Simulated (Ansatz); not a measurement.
Given:

MgS (rock salt)

```xyz
4
Lattice="0.0000 5.2031 5.2031 2.6015 0.0000 2.6015 2.6015 2.6015 0.0000" Properties=species:S:1:pos:R:3 pbc="T T T"
S      0.0000     0.0000     0.0000
S      2.6015     2.6015     5.2031
Mg     2.6015     2.6015     2.6015
Mg     2.6015     5.2031     5.2031
```

A phonon eigenvector at L = (0.5, 0.0, 0.0) is frozen into this cell: atom i moves by Q times the vector below, so Q is the largest atomic displacement, in Å. The cell is held. (q is in reciprocal vectors of the primitive cell; the cell shown is doubled to hold the pattern.)

| atom | x | y | z |
|---|---|---|---|
| Mg3 | -0.577 | 0.577 | 0.577 |
| Mg4 | 0.577 | -0.577 | -0.577 |

Atoms not listed stay in place.

Calculation: r2SCAN (plane waves to 500 eV, PAW, scalar-relativistic; Ansatz, an electronic-structure program). k mesh 11×11×11 (Γ-centred), Fermi-Dirac smearing 0.05 eV. The energy includes the smearing's −TS. MgS was relaxed with its symmetry unable to fall. The zero of ΔE is the undisplaced structure.

The scan covers Q from -0.100 to 0.100 Å in 13 points.

Q: Which space group does the distorted structure have?

A: R-3m (No. 166), lowered from Fm-3m.

Q: What is the energy change at Q = 0.100 Å?

A: 120.6 meV/cell.

Q: What harmonic wavenumber does the curvature at Q = 0 give?

A: 368 cm⁻¹.

(A displaced cell: forces are minus the slopes of the energy, force constants its curvatures, and phonons follow from these.)
